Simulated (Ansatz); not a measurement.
TiTe2:
```xyz
3
Lattice="3.7929 0.0000 0.0000 -1.8964 3.2847 0.0000 0.0000 0.0000 6.6468" Properties=species:S:1:pos:R:3 pbc="T T T"
Ti     0.0000     0.0000     0.0000
Te     0.0000     2.1898     1.6916
Te     1.8964     1.0949     4.9553
```

Relaxed with r²SCAN+D4. Special points in fractions of this cell's reciprocal vectors: Γ (0.000, 0.000, 0.000); M (0.500, 0.000, 0.000); K (0.333, 0.333, 0.000); A (0.000, 0.000, 0.500); L (0.500, 0.000, 0.500); H (0.333, 0.333, 0.500).

Q: List the band energies nearest the Fermi level at these points for DFT-r²SCAN+D4 with spin–orbit coupling in the program Ansatz with PAW potentials.

A: In eV from the Fermi level; about four levels below and three above (degenerate sets whole), none deeper than 8.9 eV; points with the same levels are listed once.

```csv
k,below,above
Γ,-1.83 -1.83 -0.16 -0.16,0.38 0.38 0.38 0.38
M,-2.02 -2.02 -1.23 -1.23,0.07 0.07 1.17 1.17
K,-2.46 -2.46 -2.36 -2.36,1.06 1.06 1.40 1.40
A,-2.04 -2.04 -1.78 -1.78,0.35 0.35 0.37 0.37 0.38 0.38
L,-0.75 -0.75 -0.18 -0.18,1.17 1.17 1.53 1.53
H,-2.00 -2.00 -1.92 -1.92,1.06 1.06 1.07 1.07
```

Space group P-3m1 (CdI2 type). The cell was relaxed with r²SCAN+D4 under the symmetry of its start. The run is not spin-polarised.

Potentials: the later of the program's two PAW sets.
